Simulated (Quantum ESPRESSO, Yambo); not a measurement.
Ba₂ScNbO₆ (space group Fm-3m, No. 225). The geometry is that of Materials Project entry mp-1206644, symmetrised and not relaxed again. Chain: LDA (Quantum ESPRESSO, PseudoDojo norm-conserving, 84 Ry, scalar-relativistic); G0W0 in Yambo (2×2×2 Γ-centred k mesh, bands 3 to 219 and a 7 Ry block in the screening, 219 bands in G with the Bruneval-Gonze terminator, plasmon pole fitted at 27.2 eV); BSE (4×4×4 mesh, 17 valence and 11 conduction bands, static screening with 91 bands and a 3 Ry block, scissor 1.69 eV, Tamm-Dancoff).

```yaml
LDA gap (dense path): 2.62 eV
LDA gap Γ → Γ on the GW mesh: 2.62 eV
LDA smallest direct gap on the GW mesh, at Γ: 2.62 eV
G0W0 direct gap at that point: 4.31 eV
G0W0 correction to the gap Γ → Γ: 1.69 eV
direct gap on the BSE mesh, with the scissor: 4.31 eV
first BSE state allowed for light along x: none among the lowest states (field along x)
lowest BSE state: 3.78 eV
binding_of_the_lowest_exciton: 0.53 eV
```

Rough cost of the Yambo steps against G0W0 for 4 states: BSE about 9×.

Nearest settings tried, and what they do to the gap: 174 bands in W, 174 bands in G: +20 meV; 6 Ry block (283 vectors against 331): -12 meV; 1×1×1 mesh: -91 meV. So the settings aren't converged at that level. The k mesh is coarse. The BSE states are vertical excitations (zero momentum). Convergence of the binding with the mesh was not shown.

Spin-orbit splittings are left out.

The structure is a Materials Project entry; no match was found in the copy of COD used, and its stability was not checked.
